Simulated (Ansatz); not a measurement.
BN:
```cif
data_BN
_chemical_formula_sum 'N1 B1'
_space_group_name_H-M_alt 'P 1'
_space_group_IT_number 1
_cell_length_a 2.46260
_cell_length_b 2.46260
_cell_length_c 2.46260
_cell_angle_alpha 60.000
_cell_angle_beta 60.000
_cell_angle_gamma 60.000
loop_
_space_group_symop_operation_xyz
  'x, y, z'
loop_
_atom_site_label
_atom_site_type_symbol
_atom_site_fract_x
_atom_site_fract_y
_atom_site_fract_z
_atom_site_occupancy
N1 N 0.00000 0.00000 0.00000 1
B1 B 0.50000 0.50000 0.50000 1
```

Relaxed with PBEsol.

Question: Decompose the optical modes at the zone centre into irreducible representations, and say which are infrared and Raman allowed.

Answer: Point group m-3m: Γ_opt = T1u. Infrared: T1u. Raman: none.

Question: Assign frequencies (DFPT, DFT-PBEsol in the program Ansatz with PAW potentials; without the LO–TO term).

Answer: T1u 687i cm⁻¹.

Space group Fm-3m (rock salt). The cell is a constructed one: a structure type filled with these elements; neither database checked (COD, Materials Project) lists it. It is not the phase usual at ambient conditions (space group No. 186, 194, 216). The cell was relaxed with PBEsol under the symmetry of its start. At this level the phase is dynamically unstable (imaginary phonons).

Potentials: the later of the program's two PAW sets.
